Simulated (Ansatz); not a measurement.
Input:

SnRu3N:
```cif
data_NRu3Sn
_chemical_formula_sum 'Sn1 Ru3 N1'
_space_group_name_H-M_alt 'Pm-3m'
_space_group_IT_number 221
_space_group_name_Hall '-P 4 2 3'
_cell_length_a 4.04127
_cell_length_b 4.04127
_cell_length_c 4.04127
_cell_angle_alpha 90.000
_cell_angle_beta 90.000
_cell_angle_gamma 90.000
loop_
_atom_site_label
_atom_site_type_symbol
_atom_site_symmetry_multiplicity
_atom_site_Wyckoff_symbol
_atom_site_fract_x
_atom_site_fract_y
_atom_site_fract_z
_atom_site_occupancy
Sn1 Sn 1 a 0.00000 0.00000 0.00000 1
Ru1 Ru 3 c 0.00000 0.50000 0.50000 1
N1 N 1 b 0.50000 0.50000 0.50000 1
```

This is the PBEsol-relaxed structure.

All from DFT-PBEsol in the program Ansatz with PAW potentials, unless another level is named. Give the electronic character.

metallic (no gap).

What about the formation energy from the elements (no fitted shifts)?

0.065 eV/atom.

Next, the density of states at the Fermi level?

0.53 states/eV per atom (mean over ±0.08 eV).

What about the gap with spin–orbit coupling?

none (metallic).

The start of the workflow was typed in or built on a structure type; neither database checked (COD, Materials Project) lists it. Its standing as an ambient phase is unchecked. The PBEsol relaxation kept the symmetry of its start; whether a distortion lowers the energy is not shown. The workflow began spin-polarised and lost its moments. The references are the lowest solids computed at this level, not always the standard phases (solids in place of the gases). Spin–orbit coupling is left out wherever it is not named.

Potentials: the earlier of the program's two PAW sets. The files were generated under PBE; for other functionals the program regenerates the frozen cores, and for LDA and PBEsol the local potential too.
